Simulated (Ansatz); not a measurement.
Al2Cu (Al2Cu type, space group I4/mcm)

```
Al2Cu
1.0
   -3.00291     3.00291     2.39485
    3.00291    -3.00291     2.39485
    3.00291     3.00291    -2.39485
Al Cu
4 2
Direct
  0.65905   0.15905   0.81810
  0.84095   0.65905   0.50000
  0.15905   0.34095   0.50000
  0.34095   0.84095   0.18190
  0.25000   0.25000   0.00000
  0.75000   0.75000   0.00000
```

The slice is a (100) plane (indices of the conventional cell) through the point (0.159, 0.341, 0.500) (fractional), spanned by u = [110] and v = [101] in vectors of this cell: u (4.79 Å) and v (6.01 Å, at 90° to u). It covers one period; positions are fractions (u, v).

The numbers are results of r2SCAN (plane waves to 500 eV, PAW, scalar-relativistic; Ansatz, a first-principles code), not measurements. k mesh 12×12×12. These are valence fields of a PAW run, semicore shells included where kept as valence: close to a nucleus they are smooth pseudo fields. Al2Cu is run without spin polarisation. Al2Cu was relaxed with its symmetry unable to fall.

Problem. Sketch the electron localisation function (ELF) on this plane as a map.

Solution. 
```
|xxx036765443333344567630xx|
|xx01577655444444455677510x|
|00246776655555555566776420|
|34577776666777776666777754|
|67777777777777777777777777|
|77776667777644467777666777|
|66655667775210125777665566|
|444455677520xxx02577655444|
|33344567640xxxxx0467654433|
|33344567630xxxxx0367654433|
|33445678740xxxxx0478765443|
|444567898620xxx02688876544|
|55667889986200026899887665|
|66778889999744479999888776|
|88888888999988899998888888|
|99988777788999998877778899|
|99987655567788877655567899|
|99875443345677765433445789|
|88764332234566654322334678|
|87643222223566653222223467|
|76543222234567654322223456|
|66532222234678764322222356|
|66543222345788875432223456|
|77654333457899987543334567|
|88766555678999998765556678|
|99888777788999998877778889|
|88999988888888888888899998|
|55799998887777777888999975|
|01369998876655566788999631|
|xx02799876554445567899720x|
|xxx047876544333445678740xx|
|xxx036776543333345677630xx|
```
Scale: ten equal steps from 0.03 (start of '0') to 0.63 (end of '9'), in the order '0123456789'. Values: electron localisation function (ELF). The map has 26 points along u (one character each, u = 0 at the left) and 32 along v (v = 0 in the bottom row). Points within 0.5 Å of a nucleus are blanked (x), as the pseudised field means little there.
